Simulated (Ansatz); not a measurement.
AlCu: moving Al off its site

AlCu, Pm-3m, a = 2.998 Å (as given, not relaxed at this level: -4.9 GPa). The structure is a Materials Project entry; whether it is the stable form wasn't checked. Ansatz: r2SCAN, PAW, 500 eV, Γ-centred 16×16×16 mesh on 2 atoms, Gaussian smearing 0.15 eV; no spin polarisation.

```
CELL_PARAMETERS angstrom
2.99751 0.00000 0.00000
0.00000 2.99751 0.00000
0.00000 0.00000 2.99751
ATOMIC_POSITIONS crystal
Al 0.00000 0.00000 0.00000
Cu 0.50000 0.50000 0.50000
```

Atom 1 (Al) moves by x along the unit vector (-1.000, 0.000, 0.000), with its periodic images; all else is held. y is the free energy of the cell over the start, F the force along the path summed over the moved atoms. Symmetry makes y even in x.

| x (Å) | y (meV) | F (eV/Å) |
| --- | --- | --- |
| -0.5000 | 493.0 | 1.93 |
| -0.2500 | 124.6 | 0.99 |
| 0.0000 | 0.0 | 0.00 |
| 0.0625 | 7.8 | -0.25 |
| 0.1250 | 31.2 | -0.50 |
| 0.1875 | 70.1 | -0.75 |
| 0.3125 | ? | ? |
| 0.3750 | 279.4 | -1.48 |
| 0.4375 | 379.1 | -1.71 |

**Question.** Fit y = c2 x² + c4 x⁴ to the energies of the other rows, give the force constant, and predict energy and force of the missing row.

**Answer.** Least squares on the rows shown. y = 2003.7 x² − 124.86 x⁴. The force constant is 2 c2 = 4.01 eV/Å², for the cell as given, at -4.9 GPa (for all images moving together, not for a lone atom). With two atoms in a cubic cell this is the optical mode at Γ (in a metal it hangs on mesh and smearing): ω = 521.5 √(2 c2/μ) = 240 cm⁻¹ for μ = 18.94 u. The force −dy/dx at the missing row is -1.24 eV/Å (computed -1.24). At x = 0.3125 the fit asked for gives 194.5 meV. The run gave 194.4 meV, so the fit is 0.1 meV too high, within the rms miss on the fitted rows (0.1 meV).